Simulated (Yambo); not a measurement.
Material: MgS (rock salt, space group Fm-3m, No. 225) under isotropic strain of -0.7 % on all lattice vectors; a = b = c = 3.6394 Å, α = β = γ = 60.00° (2 atoms in the cell). The PBEsol cell relaxed from Materials Project entry mp-1315 was given an isotropic strain of -0.7 % on all lattice vectors, and the atoms were relaxed again.

With PBEsol (pw.x of Quantum ESPRESSO, ONCV potentials, scalar-relativistic), the gap between the mesh's edge points (Γ → X) is 2.768 eV.

**Question.** By how much does one-shot G0W0 (Yambo; 6×6×6 Γ-centred k mesh, bands 5 to 80 and a 10 Ry block in the screening, 80 bands in G with the Bruneval-Gonze terminator, plasmon pole fitted at 27.2 eV) open this gap, and what gap results?

**Answer.** The correction is 1.819 eV, giving 4.588 eV, 1.7 times the PBEsol value.  Convergence of the G0W0 settings was not tested.
